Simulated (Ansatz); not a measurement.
## MgPd: energy along a strain

MgPd, Pm-3m, a = 3.160 Å (as given, not relaxed at this level: -1.7 GPa). The structure is a COD entry; whether it is the stable form wasn't checked. Ansatz: PBEsol, PAW, 420 eV, Γ-centred 16×16×16 mesh on 2 atoms, Gaussian smearing 0.15 eV; no spin polarisation. Cell vectors (Å): 3.160 0.000 0.000; 0.000 3.160 0.000; 0.000 0.000 3.160. The cell is strained by x per cent times the pattern (0 0 0 1 0 0) in the order xx yy zz yz xz xy (engineering shears), with fractional coordinates held. y is the free energy over the start, V0 = 15.777 Å³/atom. Symmetry makes y even in x.

| x (%) | y (meV/atom) |
| --- | --- |
| -2.00 | ? |
| -1.00 | 0.32 |
| 0.00 | 0.00 |
| 0.25 | 0.02 |
| 0.50 | 0.08 |
| 0.75 | 0.18 |
| 1.25 | 0.49 |
| 1.50 | 0.71 |
| 1.75 | 0.96 |

Task: Fit y = c2 x² + c4 x⁴ to the other rows, get the stiffness along the pattern, and predict the missing energy.

Result: Least squares on the rows shown. y = 0.3192 x² − 0.001864 x⁴. The clamped-ion stiffness p·C·p = 2 × 3.192 eV × 160.2 / 15.777 Å³ = 65 GPa, which is C44 in these axes (second derivative at the start, which stands under stress). At x = -2.00 the fit asked for gives 1.25 meV/atom. The run gave 1.25 meV/atom, the same to the digits shown.